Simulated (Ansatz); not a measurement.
Input:

Relaxed ZnCu (CsCl type):

```xyz
4
Lattice="5.8166 0.0000 0.0000 0.0000 2.9083 0.0000 0.0000 0.0000 2.9083" Properties=species:S:1:pos:R:3 pbc="T T T"
Zn     0.0000     0.0000     0.0000
Zn     2.9083     0.0000     0.0000
Cu     1.4541     1.4541     1.4541
Cu     4.3624     1.4541     1.4541
```

Scan: atom 3 (Cu, nearest neighbour Zn at 2.519 Å; its periodic images, 2.9 Å or more away, move with it) is displaced along Cartesian [111], direction (0.577, 0.577, 0.577) in Cartesian axes, by s. The other atoms stay.

Method: PBEsol (plane waves to 420 eV, PAW, scalar-relativistic; Ansatz, a first-principles code). k mesh 7×13×13 (Γ-centred), Fermi-Dirac smearing 0.05 eV. Energies are smeared free energies. Left out: 2 of 11 points, with atoms too close for the PAW data. With partly filled bands, energies and forces of such displacements shift with the k mesh and the smearing. ZnCu is run without spin polarisation. ZnCu was relaxed with its symmetry unable to fall. The zero of ΔE is the undisplaced structure.

The scan covers s from -0.608 to 0.608 Å in 9 points.

**Question.** Is the energy the same for equal positive and negative displacements?

**Answer.** Even: the same for both signs. With its periodic images moving along, the atom's site symmetry in this cell is 4/mmm.

**Question.** What force acts on the atom along the line at s = -0.608 Å?

**Answer.** 7.93 eV/Å.

**Question.** What is the energy change at s = 0.608 Å?

**Answer.** 1634 meV/cell.

**Question.** What is the force constant k = d²E/ds² of this move at s = 0?

**Answer.** 5.36 eV/Å².

(A displaced cell: forces are minus the slopes of the energy, force constants its curvatures, and phonons follow from these.)
